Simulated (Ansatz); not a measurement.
GaAs (zinc blende)

```yaml
crystal:
  lattice:
    - [0.00000, 2.83278, 2.83278]
    - [2.83278, 0.00000, 2.83278]
    - [2.83278, 2.83278, 0.00000]
  atoms:
    - { symbol: As, position: [0.75000, 0.75000, 0.75000] }
    - { symbol: Ga, position: [0.00000, 0.00000, 0.00000] }
```

E(V) scan at fixed shape, V₀ the volume above. Symmetry pins the atoms to their sites.

These are r2SCAN (plane waves to 500 eV, PAW, scalar-relativistic; Ansatz, an electronic-structure program) values and carry that method's errors. k mesh 10×10×10 (Γ-centred), Fermi-Dirac smearing 0.05 eV. Energies are smeared free energies. Compression counts positive. GaAs was relaxed with its symmetry unable to fall. The PAW data are Ansatz's earlier set. The zero of ΔE is the relaxed starting cell.

```json
[
 {"V (Å³/atom)": "20.459", "ΔE (meV/atom)": "withheld"},
 {"V (Å³/atom)": "20.838", "ΔE (meV/atom)": "42.0"},
 {"V (Å³/atom)": "21.217", "ΔE (meV/atom)": "26.0"},
 {"V (Å³/atom)": "21.596", "ΔE (meV/atom)": "14.2"},
 {"V (Å³/atom)": "21.974", "ΔE (meV/atom)": "6.1"},
 {"V (Å³/atom)": "22.353", "ΔE (meV/atom)": "1.5"},
 {"V (Å³/atom)": "22.732", "ΔE (meV/atom)": "0.0"},
 {"V (Å³/atom)": "23.111", "ΔE (meV/atom)": "1.4"},
 {"V (Å³/atom)": "23.490", "ΔE (meV/atom)": "5.4"},
 {"V (Å³/atom)": "23.869", "ΔE (meV/atom)": "11.7"},
 {"V (Å³/atom)": "24.248", "ΔE (meV/atom)": "20.2"},
 {"V (Å³/atom)": "24.626", "ΔE (meV/atom)": "30.7"},
 {"V (Å³/atom)": "25.005", "ΔE (meV/atom)": "42.9"}
]
```

**Question.** Fit a third-order Birch-Murnaghan form (E₀, V₀, B₀, B₀′ free) to the given rows and predict ΔE at V = 20.459.

**Answer.** Least squares on the 12 given rows: ΔE = E₀ + (9V₀B₀/16)·y²·[2 + (B₀′ − 4)y], y = (V₀/V)^(2/3) − 1, with V₀ = 22.733 Å³/atom, B₀ = 72.35 GPa (160.2 GPa = 1 eV/Å³; the term in eV is multiplied by 1000), B₀′ = 4.61, E₀ = 0.02 meV/atom; root-mean-square residual 0.02 meV/atom. At 20.459 the fit gives 62.6 meV/atom; the calculation gives 62.5 meV/atom, so the extrapolation is off by 0.1 (+0.2 %). For the pressure the fit gives 9.73 GPa against the computed 9.70 GPa.

(Under strain, the slope of the energy per volume gives the stress and its curvature an elastic modulus.)
